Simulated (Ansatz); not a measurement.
The relaxed structure here is a generated cell of InSe: the first start was made by a random draw of sites in a space group, and the end was not matched to a known phase here, so it may be hypothetical. Known forms of InSe include space group No. 194.

One stationary structure of InSe. The numbers are results of PBE (plane waves to 420 eV, PAW, scalar-relativistic; Ansatz, a quantum-chemistry and plane-wave program), not measurements.

```cif
data_In3Se3
_chemical_formula_sum 'In3 Se3'
_space_group_name_H-M_alt 'P 1'
_space_group_IT_number 1
_cell_length_a 7.54666
_cell_length_b 7.54666
_cell_length_c 7.54666
_cell_angle_alpha 139.837
_cell_angle_beta 139.837
_cell_angle_gamma 58.100
loop_
_space_group_symop_operation_xyz
  'x, y, z'
loop_
_atom_site_label
_atom_site_type_symbol
_atom_site_fract_x
_atom_site_fract_y
_atom_site_fract_z
_atom_site_occupancy
In1 In 0.33427 0.33427 0.00000 1
In2 In 0.56903 0.56903 0.00000 1
In3 In 0.05609 0.05609 0.00000 1
Se1 Se 0.14466 0.64466 0.50000 1
Se2 Se 0.64466 0.14466 0.50000 1
Se3 Se 0.86552 0.86552 0.00000 1
```

Problem. Determine the symmetry and give the standard cell with its independent sites.

Solution. Space group I4mm (No. 107); a = b = 5.1823 Å, c = 13.1945 Å, α = β = γ = 90.00°

| atom | site | symmetry | x | y | z |
|---|---|---|---|---|---|
| In | 2a | 4mm | 0.0000 | 0.0000 | 0.3343 |
| In | 2a | 4mm | 0.0000 | 0.0000 | 0.5690 |
| In | 2a | 4mm | 0.0000 | 0.0000 | 0.0561 |
| Se | 4b | 2mm. | 0.0000 | 0.5000 | 0.1447 |
| Se | 2a | 4mm | 0.0000 | 0.0000 | 0.8655 |

Problem. Give the shortest distances between elements (the closest pairs, up to four, under 3.6 Å).

Solution. In–Se 2.51 Å; In–In 3.10 Å.

| Property | Value |
|---|---|
| Volume per atom | 29.53 Å³ |
| Density | 5.45 g/cm³ |
| Band gap | zero (metallic) |

No spin polarisation in the result. The relaxed primitive cell holds an odd number of electrons. A magnetic state may lie lower.

The run could not lower the symmetry of its start; a shaken copy of this end point relaxes with PBE to P1 (No. 1), 0.19 eV/atom lower.
